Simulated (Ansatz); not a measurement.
**Na (fcc): energy against volume**

All numbers below come from DFT, LDA (PW92), plane waves (420 eV) with PAW, scalar-relativistic (Ansatz 0.2.0). The PAW files were generated under PBE, with cores re-solved for the functional.

The cell is scaled uniformly from the relaxed one, with fractional coordinates and shape fixed. Energies are extrapolated to zero smearing, pressures are those at the given smearing. Magnetic state: spin not included.

A Birch-Murnaghan fit gives V₀ = 33.33 Å³/atom, B₀ = 9.1 GPa, B₀′ = 3.7.

Task: What are the energy above the minimum and the pressure at 29.473 Å³/atom?

Result: 15.4 meV/atom and 1.43 GPa as computed.

Task: What are the energy above the minimum and the pressure at 32.152 Å³/atom?

Result: 1.2 meV/atom and 0.37 GPa as computed.

Task: What are the energy above the minimum and the pressure at 36.171 Å³/atom?

Result: 6.1 meV/atom and -0.62 GPa as computed.
